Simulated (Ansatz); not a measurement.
Gd$_{2}$SO$_{2}$:
```
Gd2SO2
1.0
    3.85339     0.00000     0.00000
   -1.92670     3.33714     0.00000
    0.00000     0.00000     6.67091
Gd O S
2 2 1
Cartesian
  0.00000   2.22476   1.87880
  1.92670   1.11238   4.79211
  0.00000   2.22476   4.19464
  1.92670   1.11238   2.47628
  0.00000   0.00000   0.00000
```
The run is spin-polarised; directions of the spins, atom by atom: ↑ ↑ 0 0 0.

Relaxed with r²SCAN.

### Question
Give the Bader charges and basin volumes of the independent atoms, plane-wave PAW r²SCAN (Ansatz code).

### Answer


```csv
atom,Bader charge (e),Bader volume (Å³)
Gd1,+2.07,15.2
O3,-1.38,14.2
S5,-1.38,26.9
```

Space group P-3m1. The workflow started from an entry of the Crystallography Open Database (COD, 293 K). Whether it is the stable phase at ambient conditions was not checked. Symmetry was held in the r²SCAN relaxation; its stability against distortions is not shown here. Spin order of the final state: ferromagnetic, chosen from 2 collinear starts compared on coarse meshes (ties went to the first, and starts can fall back to one state), not a proven ground state. Caveat: open 4f shells can settle in a state that is not the lowest. Other orbital occupations within this spin state were not tried. No Hubbard U is applied. Spin–orbit coupling is left out wherever it is not named.

Potentials: the later of the program's two PAW sets.
